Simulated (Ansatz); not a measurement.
**Equation of state of Ta**

Space group Fm-3m (No. 225). a = 4.220 Å, b = 4.220 Å, c = 4.220 Å, α = 90.00°, β = 90.00°, γ = 90.00°
```json
{"atom": "Ta", "site": "4a", "symmetry": "m-3m", "x": "0.0000", "y": "0.0000", "z": "0.0000"}
```

The runs use the primitive cell with vectors (0.000, 2.110, 2.110), (2.110, 0.000, 2.110), (2.110, 2.110, 0.000) Å, to which the k mesh refers.

The geometry is COD entry 1534932, unchecked; take it as a test cell.

Spin–orbit coupling is left out, though it moves levels of the heavy atoms by tenths of an eV or more.

All numbers are computed: DFT, PBEsol, all-electron LAPW, scalar-relativistic (Ansatz 0.2.0); DFT, PBEsol, PAW with Ansatz's default frozen-core files, scalar-relativistic (Ansatz 0.2.0).

For LAPW: a Γ-centred 15×15×15 k mesh, Fermi–Dirac smearing of 0.08 eV, basis error target 0.5 meV/atom, no spin polarisation. PAW takes a cutoff of 420 eV at this cell (files made with PBE, cores remade for this functional). The Ansatz runs share mesh, smearing and spin set-up. Plane-wave (PAW) pressures include the program's estimate of the Pulay term.

The cell above is scaled evenly, with fractional coordinates and shape held.

```
V/V(cell)  V (Å³/atom)  P, LAPW (GPa)  P, PAW (GPa)  free energy over the lowest listed, PAW (meV/atom)
   0.9400       17.661           6.51          6.63                                                10.1
   0.9405       17.670              ?             ?                                                   ?
   0.9600       18.036           1.99          2.06                                                 0.0
   0.9800       18.412          -2.11         -2.08                                                 0.1
   0.9900       18.600          -4.02         -4.01                                                 3.7
   1.0000       18.788          -5.83         -5.84                                                 9.5
   1.0100       18.976          -7.56         -7.58                                                17.3
   1.0200       19.164          -9.21         -9.25                                                27.2
   1.0400       19.539         -12.28        -12.34                                                52.6
   1.0600       19.915         -15.07        -15.15                                                84.9
```

**Question.** Fill in the row V/V(cell) = 0.9405.

**Answer.** P, LAPW (GPa) = 6.39, P, PAW (GPa) = 6.51, free energy over the lowest listed, PAW (meV/atom) = 9.7.

**Question.** What do Birch–Murnaghan fits to the pressures give?

**Answer.** LAPW: V0 = 18.21 Å³/atom, B0 = 199 GPa, B0′ = 3.7; PAW: V0 = 18.22 Å³/atom, B0 = 201 GPa, B0′ = 3.7.

PAW's V0 lies 0.02 % from the all-electron value and its B0 0.9 %. Symmetry fixes shape and coordinates here, so this is the relaxed modulus.
